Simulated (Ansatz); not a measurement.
Ansatz (a quantum-chemistry and plane-wave program) input:

Ansatz 0.2 input:
```yaml
crystal:
  lattice:
    - [-1.7194005752, 1.7194005752, 5.7973601722]
    - [1.7194005752, -1.7194005752, 5.7973601722]
    - [1.7194005752, 1.7194005752, -5.7973601722]
  atoms:
    - { symbol: Nb, position: [0.9992482427, 0.9992482427, 0.0] }
    - { symbol: Nb, position: [0.7492482427, 0.2492482427, 0.5] }
    - { symbol: As, position: [0.4177517573, 0.4177517573, 0.0] }
    - { symbol: As, position: [0.1677517573, 0.6677517573, 0.5] }
kpoints:
  mp_grid: { grid: [17, 17, 17] }
hamiltonian:
  xc: pbesol
  pseudopotentials: { azcp: { folder: ./paw }, kind: paw }
scf:
  occupations: { method: fermi_dirac, width: 0.1 }
phonons:
  method: dfpt
  response_accuracy: low
  eigenvectors: true
  rigid_motions: translations
```

Output (shortened):

```
Pseudopotential: Nb, paw, valence charge 13
Pseudopotential: As, paw, valence charge 15
Functional definition: PBEsol
Crystal: 4 atoms, lattice volume = 68.556 Å³
Basis set: ecut = 420 eV, 1363 PW (Γ), exchange–correlation on 96×96×96 points (8 copies of the dense FFT grid, shifted against one another)
Bands: 34, of which v1, the nominal top of the filled ones, is band 28 counted from 1 (27 counted from 0)
Symmetry: 8 space group operations
k-points: 729 of 4913 (irreducible under 4 space group operations, time reversal used)
SCF iter   1: F=—  HF=-18620.754546 eV  |F-HF|=—  |Δ(HF+E_count)|=         —  Δρ=5.45e-2  dr2=2.08e0  ethr=3.10e-3  ⟨swp⟩=5.3  Hψ=98067  notcnv=0
preconditioner: auto → Kerker (q_TF=auto, 2.638 Å⁻¹)
SCF iter   2: F=—  HF=-18620.299286 eV  |F-HF|=—  |Δ(HF+E_count)|=   4.55e-1  Δρ=3.34e-2  dr2=7.42e-1  ethr=3.10e-3  ⟨swp⟩=2.0  Hψ=34466  notcnv=0
SCF iter   3: F=—  HF=-18620.059837 eV  |F-HF|=—  |Δ(HF+E_count)|=   2.39e-1  Δρ=4.07e-3  dr2=1.11e-2  ethr=1.33e-3  ⟨swp⟩=3.2  Hψ=49498  notcnv=0
SCF iter   4: F=—  HF=-18620.058011 eV  |F-HF|=—  |Δ(HF+E_count)|=   1.83e-3  Δρ=1.41e-3  dr2=1.17e-3  ethr=1.98e-5  ⟨swp⟩=2.0  Hψ=44665  notcnv=0
SCF iter   5: F=—  HF=-18620.057339 eV  |F-HF|=—  |Δ(HF+E_count)|=   6.72e-4  Δρ=6.17e-4  dr2=2.85e-4  ethr=2.10e-6  ⟨swp⟩=2.0  Hψ=32076  notcnv=0
SCF iter   6: F=—  HF=-18620.057283 eV  |F-HF|=—  |Δ(HF+E_count)|=   5.59e-5  Δρ=1.65e-4  dr2=2.41e-5  ethr=5.10e-7  ⟨swp⟩=3.0  Hψ=44227  notcnv=0
SCF iter   7: F=—  HF=-18620.057276 eV  |F-HF|=—  |Δ(HF+E_count)|=   7.59e-6  Δρ=2.41e-5  dr2=5.74e-7  ethr=4.31e-8  ⟨swp⟩=3.0  Hψ=44396  notcnv=0
SCF iter   8: F=—  HF=-18620.057236 eV  |F-HF|=—  |Δ(HF+E_count)|=   3.98e-5  Δρ=3.55e-6  dr2=1.03e-8  ethr=1.02e-9  ⟨swp⟩=2.0  Hψ=43740  notcnv=0
SCF iter  11: F=-18620.057236 eV  HF=-18620.057236 eV  |F-HF|=3.64e-12  |Δ(HF+E_count)|=  7.28e-12  Δρ=4.18e-8  dr2=1.30e-12  ethr=1.00e-12  ⟨swp⟩=5.0  Hψ=97461  notcnv=0
the search or the solves at the SCF's close seem to have found levels that the self-consistency loop had missed (the run counts 2) …
SCF 1 converged in 11 iterations: F = -18620.057236 eV  dr2 = 1.30e-12
DFPT response loops at Γ: preconditioner auto → Kerker (q_TF=auto, 2.638 Å⁻¹) (partly filled bands, converged f_vac=0.000) …
the response loops of the zone centre start from zero, take more passes and end by a threshold …
SCF converged after 11 iterations
Free energy (F): -18620.057236 eV
Harris-Foulkes:  -18620.057236 eV  (|F-HF|=3.64e-12)
Internal energy: -18620.031777 eV  (E = F + TS)
E sigma→0 (E₀):  -18620.044507 eV
Entropy (-TS):   -0.025459 eV (-6.365 meV/atom)
Fermi energy:    16.105915 eV
--- Per-component energies (eV) ---
  E_band       = -493.276369
  E_kinetic    = 945.406835
  E_local      = -4722.297885  (includes V_loc(G=0)·N_el)
  E_nonlocal   = -590.186921
  E_hartree    = 2445.581116
  E_xc         = -472.546168
  E_vxc        = -552.136150  (∫ρ·V_xc dr)
  E_paw        = -9996.099674  (= ΣΔE_a)
  E_vpaw       = -465.224513  (= ΣTr[D̂ρ^β])
  E_aug_tail   = 0.000050  (compensation charges beyond the density's cutoff)
  E_ewald      = -6232.199410
  E_core_change = 2.310279  (= ΣΔE_core)
  E_smearing   = -0.025459  (= −TS)
  E_closure    = 0.000000  (closes the sum)
  Σ components = -18620.057236   (vs F -18620.057236, Δ=0.00e0)
  [band-id]    e_kinetic+e_local+e_nonlocal+2·e_hartree+e_vxc+e_vpaw+e_augmentation_tail = -493.276352   (vs E_band -493.276369, Δ=1.65e-5)
--- Band table (eV; the first three rows and the last of 729) ---
  k-point 0: bands = ["-38.8447", "-38.8136", "-19.3869", "-19.3869", "-19.3721", "-19.3678", "-19.3646", "-19.3630", "-19.3570", "-19.3569", "-19.3569", "-19.3538", "-15.1076", "-14.9834", "-14.9834", "-14.8325", "-14.8325", "-14.7686", "2.8063", "5.1310", …
  k-point 1: bands = ["-38.8435", "-38.8130", "-19.3872", "-19.3867", "-19.3718", "-19.3677", "-19.3653", "-19.3639", "-19.3573", "-19.3568", "-19.3558", "-19.3534", "-15.1035", "-14.9907", "-14.9891", "-14.8401", "-14.8375", "-14.7681", "2.8940", "5.1596", …
  k-point 2: bands = ["-38.8403", "-38.8114", "-19.3881", "-19.3859", "-19.3709", "-19.3680", "-19.3667", "-19.3660", "-19.3569", "-19.3565", "-19.3541", "-19.3524", "-15.0930", "-15.0111", "-15.0041", "-14.8608", "-14.8518", "-14.7679", "3.1460", "5.2328", …
  k-point 728: bands = ["-38.8288", "-38.8286", "-19.3888", "-19.3887", "-19.3691", "-19.3690", "-19.3643", "-19.3641", "-19.3561", "-19.3559", "-19.3549", "-19.3548", "-15.0038", "-14.9917", "-14.9403", "-14.9369", "-14.8287", "-14.8218", "3.7884", "3.7963", …
--- Phonons (Γ-DFPT): 6 representative perturbations + reference, on 729 of 4913 k-points (Σ response iterations 41) ---
  ASR residual: 9.509e-4 → 0.000e0 eV/Å²; symmetrization residual: 3.984e-4 eV/Å²
  ASR residual per site (eV/Å²): 9.51e-4 9.51e-4 7.35e-4 7.35e-4
  Γ frequencies (cm⁻¹): 0.00 0.00 0.00 150.62 150.62 230.29 249.68 256.41 256.41 268.76 275.68 275.68
  non-analytic LO–TO correction: not included (Born effective charges unavailable; polar crystals: no LO–TO splitting at Γ)
```

Cost: around 50 core-minutes (rough) on shared cores.

Space group I4_1md. The cell was relaxed with PBEsol under the symmetry of its start. The run is not spin-polarised. A small band overlap can be real or an error of a semilocal functional. As this level gives no gap, phonon frequencies hold no LO–TO term and depend on the k-mesh and smearing (Fermi–Dirac, 0.1 eV here). Scalar-relativistic: spin–orbit coupling is off unless named, which matters more the heavier the elements.

Potentials: the earlier of the program's two PAW sets. The files were generated under PBE; for other functionals the program regenerates the frozen cores, and for LDA and PBEsol the local potential too.

Ansatz is a plane-wave DFT program.
